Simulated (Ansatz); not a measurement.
AlPd3N:
```xyz
5
Lattice="4.1065 0.0000 0.0000 0.0000 4.1065 0.0000 0.0000 0.0000 4.1065" Properties=species:S:1:pos:R:3 pbc="T T T"
Al     0.0000     0.0000     0.0000
Pd     0.0000     2.0532     2.0532
Pd     2.0532     0.0000     2.0532
Pd     2.0532     2.0532     0.0000
N      2.0532     2.0532     2.0532
```

Relaxed with r²SCAN.

### Question
Give the Bader charges and basin volumes of the independent atoms, r²SCAN (plane waves, PAW; program Ansatz).

### Answer


| atom | Bader charge (e) | Bader volume (Å³) |
|---|---|---|
| Al1 | +1.23 | 11.5 |
| Pd2 | -0.09 | 16.8 |
| N5 | -0.98 | 7.5 |

Space group Pm-3m (anti-perovskite). The start of the workflow was typed in or built on a structure type; neither database checked (COD, Materials Project) lists it. Whether it is the stable phase at ambient conditions was not checked. The cell was relaxed with r²SCAN under the symmetry of its start; whether a distortion lowers the energy is not shown. No spin polarisation was allowed. The volume moved by 16 % from the start of the relaxation.

Potentials: the earlier of the program's two PAW sets. The files were generated under PBE; for other functionals the program regenerates the frozen cores, and for LDA and PBEsol the local potential too.
